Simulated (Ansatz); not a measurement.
BAs:
```
CELL_PARAMETERS angstrom
      3.26271     0.00000     0.00000
     -1.63136     2.82559     0.00000
      0.00000     0.00000     5.44708
ATOMIC_POSITIONS crystal
  B  0.00000 0.00000 0.00000
  B  0.00000 0.00000 0.50000
  As 0.33333 0.66667 0.25000
  As 0.66667 0.33333 0.75000
```

Relaxed with PBE. Special points in fractions of this cell's reciprocal vectors: Γ (0.000, 0.000, 0.000); M (0.500, 0.000, 0.000); K (0.333, 0.333, 0.000); A (0.000, 0.000, 0.500); L (0.500, 0.000, 0.500); H (0.333, 0.333, 0.500).

Q: List the band energies nearest the Fermi level at these points for the program Ansatz at the PBE with spin–orbit coupling level (PAW).

A: In eV from the Fermi level; about four levels below and three above (degenerate sets whole), none deeper than 8.9 eV; points with the same levels are listed once.

```json
[
 {"k": "Γ", "below": "-0.73 -0.73 -0.62 -0.62", "above": "0.12 0.12 1.26 1.26"},
 {"k": "M", "below": "-5.49 -5.49 -3.61 -3.61", "above": "1.06 1.06 1.17 1.17"},
 {"k": "K", "below": "-4.24 -4.24 -4.20 -4.20", "above": "4.04 4.04 7.18 7.18"},
 {"k": "A", "below": "-5.23 -5.23 -5.23 -5.23", "above": "0.06 0.06 0.06 0.06"},
 {"k": "L", "below": "-0.79 -0.79 -0.79 -0.79", "above": "3.35 3.35 3.35 3.35"},
 {"k": "H", "below": "-0.14 -0.14 -0.12 -0.12", "above": "0.43 0.43 0.53 0.53"}
]
```

Space group P6_3/mmc (NiAs type). The start of the workflow was typed in or built on a structure type; neither database checked (COD, Materials Project) lists it. It is not the phase usual at ambient conditions (space group No. 216). The PBE relaxation kept the symmetry of its start; whether a distortion lowers the energy is not shown. Its formation energy is positive at this level, so the cell may be metastable or incomplete.

Potentials: the earlier of the program's two PAW sets.
